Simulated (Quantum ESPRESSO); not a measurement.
# PBSi2C4: convergence and cost over cutoff and k mesh

A calculation, not a measurement. The program is pw.x of Quantum ESPRESSO 7.5 (plane-wave density functional theory). The cell is made up: 8 atoms on a wurtzite lattice, with randomly drawn elements, strain and displacements, not relaxed. PseudoDojo standard norm-conserving files (v0.5 for PBE, v0.4.1 for LDA and PBEsol) set the functional; there is no spin polarisation, spin-orbit coupling or dispersion term, and the masses in the input are unused placeholders.

Input of the run in row 4:

```
&control calculation='scf', pseudo_dir='./dojo.nc.sr.pbe.v0_5.standard.upf', outdir='./o', disk_io='low', tprnfor=.true., tstress=.true. /
&system ibrav=0, nat=8, ntyp=4, nbnd=22, ecutwfc=82.02448710, nosym=.true., tot_charge=0,
 occupations='smearing', smearing='fd', degauss=0.0018374661
/
&electrons conv_thr=7.350e-09, electron_maxstep=60, /
ATOMIC_SPECIES
B 1.0 B.upf
C 1.0 C.upf
P 1.0 P.upf
Si 1.0 Si.upf
CELL_PARAMETERS angstrom
3.0026 0.0585 0.0236
0.1013 5.2784 0.0013
0.0385 0.0012 4.8873
ATOMIC_POSITIONS angstrom
P -0.1055 0.028 -0.0403
B 1.4912 2.6606 0.1198
Si 1.5609 0.8421 2.3983
Si 0.151 3.463 2.3836
C -0.0013 0.0006 1.7084
C 1.5959 2.6604 1.8326
C 1.539 0.8807 4.3084
C 0.1211 3.4648 4.3148
K_POINTS automatic
6 4 4 1 1 1
```

The same cell was run at these settings. Meshes are shifted by half a step, and differences are from the last row, which is itself not exact.

| cutoff (eV) | k mesh | k points solved | threshold (eV) | free energy less the last row's (eV) | pressure (GPa) | largest stress difference (GPa) | largest force difference (eV/Å) | iterations | wall time (s) | k-point pools | processor |
| --- | --- | --- | --- | --- | --- | --- | --- | --- | --- | --- | --- |
| 781 | 2 x 2 x 2 | 4 | 1e-04 | -0.866 | -6.20 | 9.69 | 0.490 | 7 | 6 | 4 | AMD EPYC, Zen 5 class |
| 1116 | 2 x 2 x 2 | 4 | 1e-07 | -1.134 | -3.39 | 6.93 | 0.476 | 12 | 9 | 4 | AMD EPYC, Zen 5 class |
| 724 | 6 x 4 x 4 | 48 | 1e-07 | 0.476 | -6.90 | 4.56 | 0.042 | 12 | 15 | 4 | AMD EPYC, Zen 5 class |
| 1116 | 6 x 4 x 4 | 48 | 1e-07 | -0.001 | -2.54 | 0.20 | 0.011 | 12 | 24 | 4 | AMD EPYC, Zen 5 class |
| 1347 | 8 x 6 x 6 | 144 | 1e-07 | 0.000 | -2.46 | 0.00 | 0.000 | 12 | 92 | 4 | AMD EPYC, Zen 5 class |

Each pool is one process. Wall times include start-up and a band step at six k points, which weighs most on the coarsest meshes. The runs were on shared virtual cores whose load varied, so times are rough.